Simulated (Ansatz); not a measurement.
**Elastic constants of ZnSe: input and output**

Method: DFT HSE06, scalar-relativistic, plane waves, PAW in Ansatz 0.2.0.

Launched with:
```bash
ansatz run input.yaml --threads 4 --pin off --max-ram 12288MiB --backend cpu --events-out ev --progress --plain --runs-dir out
```

Input (bare energies are in eV):
```yaml
crystal:
  lattice:
    - [0.0, 2.8505, 2.8505]
    - [2.8505, 0.0, 2.8505]
    - [2.8505, 2.8505, 0.0]
  atoms:
    - { symbol: Zn, position: [0.0, 0.0, 0.0] }
    - { symbol: Se, position: [0.25, 0.25, 0.25] }
basis:
  ecutwfc: 420
kpoints:
  mp_grid: { grid: [6, 6, 6] }
hamiltonian:
  xc: hse06
scf:
  occupations: { method: fixed }
output:
  forces: true
  stress: true
  eigenvalues: true
  polarization: {}
elastic:
  mode: relaxed_ion
  stencil: two_point
```

From the output:
```
--- Elastic constants: 2 strain directions × 2 members + reference (group order 24) ---
  dense FFT box of the reference and of every strained cell: 27×27×27
  strains applied: 11, 23; error gains: componentwise 1.00 (the most a stress slope's error grows in a printed constant), spectral 1.73 (1 for all six strains in a standard setting)
  C = ∂σ_k/∂η_j (tension-positive GPa; Voigt order 11 22 33 23 13 12):
        86.866     49.933     49.933     -0.000     -0.000     -0.000
        49.933     86.866     49.933     -0.000      0.000      0.000
        49.933     49.933     86.866     -0.000      0.000      0.000
        -0.000     -0.000     -0.000     39.730     -0.000     -0.000
        -0.000     -0.000     -0.000      0.000     39.730     -0.000
        -0.000      0.000     -0.000      0.000     -0.000     39.730
  reference stress σ⁰ (GPa):     -0.014     -0.014     -0.014     -0.000      0.000     -0.000
  C* (energy form; C + prestress term) asymmetry max|C*_kj − C*_jk| = 7.105e-15 GPa — a small one proves nothing (zero by symmetry where the batch's group is 432, −43m or m−3m); a large one is finite-difference/SCF noise where every solve ...
  moduli (Voigt/Reuss/Hill, GPa): K = 62.24/62.24/62.24   G = 31.22/27.20/29.21   E = 75.78   ν = 0.297
  mechanically stable: yes (min eigenvalue of sym C = 36.93 GPa)
  e, the proper piezoelectric tensor (elastic.mode: relaxed_ion; C/m²; rows x y z; Voigt order 11 22 33 23 13 12):
       0.00000    0.00000   -0.00000   -0.01212    0.00000    0.00000
       0.00000    0.00000    0.00000   -0.00000   -0.01212    0.00000
      -0.00000    0.00000   -0.00000   -0.00000    0.00000   -0.01212
  ±, each entry's uncertainty from the finite density of the strings (C/m²), an estimate: the size of the correction for it that the entry includes:
       0.00000    0.00000    0.00000    0.00655    0.00000    0.00000
       0.00000    0.00000    0.00000    0.00000    0.00655    0.00000
       0.00000    0.00000    0.00000    0.00000    0.00000    0.00655
  the group's symmetry takes up to 2.0e-8 C/m² out of the measured responses: error of the strings' finite density and of the mesh across them, as far as it breaks the symmetry (raise kpoints.mp_grid and any string_points); the largest step ...
  strain η (Voigt 11):  stress-route row diagonal C_11 = 86.87 GPa, energy-path curvature d²(F+E_count+ΔE)/dδ²/Ω₀ = 86.64 GPa
         δ    σ_11 (GPa) F (eV) n_scf n_hpsi n_pw
    -2.000e-3      -0.1885       -8791.1787049      35   62947    934   relax 0 steps, max|allowed force component| 6.94e-17 eV/Å
     2.000e-3       0.1590       -8791.1787429      31   57924    934   relax 0 steps, max|allowed force component| 6.94e-17 eV/Å
  strain η (Voigt 23):  stress-route row diagonal C_44 = 39.73 GPa, energy-path curvature d²(F+E_count+ΔE)/dδ²/Ω₀ = 39.32 GPa
         δ    σ_23 (GPa) F (eV) n_scf n_hpsi n_pw
    -2.000e-3      -0.0795       -8791.1787418       2    6112    934   relax 3 steps, max|allowed force component| 4.09e-7 eV/Å
     2.000e-3       0.0795       -8791.1787418       2    6114    934   relax 3 steps, max|allowed force component| 4.10e-7 eV/Å
--- Formal polarisation (Berry phase): one branch of a lattice of values; only differences between neighbouring runs are physical ---
  axis mesh electronic ionic p = total spread (rad) least overlap resolved gap  δp at fixed H ≤   (phases in cycles; p mod 2; gap in eV; gap and δp judge the states as solved, not the mesh's step, its ...
  b1    6×6×6          -0.50000000     4.00000000     3.50000000      0.183377         0.8240        2.3360           1.4e-6
  b2    6×6×6          -0.50000000     4.00000000     3.50000000      0.183377         0.8240        2.3360           1.4e-6
  b3    6×6×6          -0.50000000     4.00000000     3.50000000      0.183377         0.8240        2.3360           1.4e-6
  quantum along a1:   0.17404955 e/Å² =   278.858124 µC/cm²
  quantum along a2:   0.17404955 e/Å² =   278.858124 µC/cm²
  quantum along a3:   0.17404955 e/Å² =   278.858124 µC/cm²
  P = (  0.43075066,   0.43075066,   0.43075066) e/Å² = (  690.138646,   690.138646,   690.138646) µC/cm²  (mod the quanta)
```

It took 28 min on 4 threads of Arm Neoverse N1 (shared host), peak memory 1.9 GiB.

The cell is the ideal cubic zincblende prototype.